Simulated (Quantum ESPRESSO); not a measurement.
# Strain and stress in Si7Ga

Calculated results; nothing here was measured. They come from pw.x of Quantum ESPRESSO 7.5, a plane-wave density functional program, with PseudoDojo standard norm-conserving files (v0.5 for PBE, v0.4.1 for LDA and PBEsol). The cells are made up: elements, strain and atom displacements were drawn at random, and nothing was relaxed. There is no spin polarisation, spin-orbit coupling or dispersion term.

The cell has 8 sites of a zincblende or diamond lattice. Sites 1 to 4 hold Si Ga Si Si; sites 5 to 8 hold Si Si Si Si. Cell vectors in Å: (5.366, 0.026, -0.105); (0.026, 5.249, -0.049); (-0.105, -0.049, 5.321). Settings: PBE, cutoff 1088 eV, 6 x 6 x 6 k mesh shifted by half a step, Fermi-Dirac smearing of 0.1 eV.

Each run adds a strain along z to one cell, with the atoms carried along; the vectors above are those of run 3. Stress is positive in tension and P is minus a third of its trace. E is the free energy for each atom above the lowest run shown.

```
run,strain (%),s_xx (GPa),s_yy (GPa),s_zz (GPa),s_xy (GPa),P (GPa),E (meV/atom)
1,-2.36,-14.65,-15.22,-15.22,0.15,15.03,63.44
2,-0.35,-12.19,-12.80,-12.11,0.16,12.37,31.37
4,0.79,-10.88,-11.52,-10.44,0.16,10.94,16.33
5,1.77,-9.79,-10.48,-9.04,0.17,9.77,5.18
6,1.99,-9.55,-10.25,-8.73,0.17,9.51,2.89
7,2.28,-9.24,-9.96,-8.33,0.17,9.18,0.00
3,0.03,?,?,?,?,?,?
```

A rerun of one of these cells at 1377 eV and k mesh 8 x 8 x 8 moved values by no more than 0.009 eV in the cell's energy, 0.08 GPa in stress and 0.020 eV/Å in force.

## Worked fit

A parabola through the six runs shown gives s_zz = -11.59 + 1.48 e - 0.023 e² GPa, with e in per cent and a scatter of 0.01 GPa. The slope is a stiffness of 148 ± 1 GPa for each unit of this strain at e = 0. The atoms are clamped, and relaxing them would in general lower it. The error is the larger of the fit's own and the change that a cubic makes, rounded up.

## Withheld run

Question: what s_zz should run 3 give?

The fit gives -11.55 GPa. The calculation gave -11.55 GPa.

```
run  strain (%)  s_xx (GPa)  s_yy (GPa)  s_zz (GPa)  s_xy (GPa)  P (GPa)  E (meV/atom)
  3        0.03      -11.75      -12.36      -11.55        0.16    11.89         26.10
```